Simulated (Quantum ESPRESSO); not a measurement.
Kohn-Sham bands of Mg (bcc (W type), model phase)

```yaml
crystal:
  lattice:
    - [-1.77276, 1.77276, 1.77276]
    - [1.77276, -1.77276, 1.77276]
    - [1.77276, 1.77276, -1.77276]
  atoms:
    - { symbol: Mg, position: [0.00000, 0.00000, 0.00000] }
```

Materials Project entry mp-110; symmetrised, unrelaxed at this level. This isn't the element's usual structure (hcp); take it as a model of another phase. Computed values, not measurements, from PBEsol: Quantum ESPRESSO (norm-conserving PseudoDojo potentials, cutoff 68 Ry, no spin polarisation, no spin-orbit coupling) on a Γ-centred 12×12×12 mesh, then Wannier90. Density: 16×16×16 mesh, cold smearing 0.01 Ry.

**Question.** List the Kohn-Sham levels between −8 and 3.0 eV relative to the Fermi level at the high-symmetry points, as a band run of pw.x on that density gives them (levels within 2 meV counted together).

**Answer.** 
```csv
point,k (reciprocal lattice),levels (eV)
Γ,0.000 0.000 0.000,-7.10
H,0.500 -0.500 0.500,none in this range
N,0.000 0.000 0.500,"-1.54, -0.93"
P,0.250 0.250 0.250,1.19 (×3)
```
